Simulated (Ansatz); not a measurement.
Relaxed CdS (wurtzite):

```yaml
crystal:
  lattice:
    - [4.16356, 0.00000, 0.00000]
    - [-2.08178, 3.60575, 0.00000]
    - [0.00000, 0.00000, 6.76722]
  atoms:
    - { symbol: Cd, position: [0.66667, 0.33333, 0.00099] }
    - { symbol: Cd, position: [0.33333, 0.66667, 0.50099] }
    - { symbol: S, position: [0.66667, 0.33333, 0.62421] }
    - { symbol: S, position: [0.33333, 0.66667, 0.12421] }
```

In each cell atom 4 (S, nearest neighbour Cd at 2.544 Å; its periodic images, 4.2 Å or more away, move with it) moves by s·(0.000, 0.000, 1.000) (along Cartesian z), the rest being held.

Level of theory: r2SCAN (plane waves to 500 eV, PAW, scalar-relativistic; Ansatz, an electronic-structure program). k mesh 7×7×4 (Γ-centred), Fermi-Dirac smearing 0.05 eV. The energy includes the smearing's −TS. Left out: 1 of 11 points, with atoms too close for the PAW data. CdS was relaxed with its symmetry unable to fall. ΔE is measured from the undisplaced structure.

```json
[
 {"s (Å)": "-0.760", "ΔE (meV/cell)": "975"},
 {"s (Å)": "-0.608", "ΔE (meV/cell)": "726"},
 {"s (Å)": "-0.456", "ΔE (meV/cell)": "…"},
 {"s (Å)": "-0.304", "ΔE (meV/cell)": "247"},
 {"s (Å)": "-0.152", "ΔE (meV/cell)": "72"},
 {"s (Å)": "0.000", "ΔE (meV/cell)": "0"},
 {"s (Å)": "0.152", "ΔE (meV/cell)": "101"},
 {"s (Å)": "0.304", "ΔE (meV/cell)": "…"},
 {"s (Å)": "0.456", "ΔE (meV/cell)": "1307"},
 {"s (Å)": "0.608", "ΔE (meV/cell)": "…"}
]
```

**Question.** Fill in the missing entries.

**Answer.** 
- -0.456, ΔE (meV/cell): 476
- 0.304, ΔE (meV/cell): 479
- 0.608, ΔE (meV/cell): 2869

(For displaced atoms, the force is minus the slope of the energy, and its curvature is a force constant, which sets phonon frequencies.)
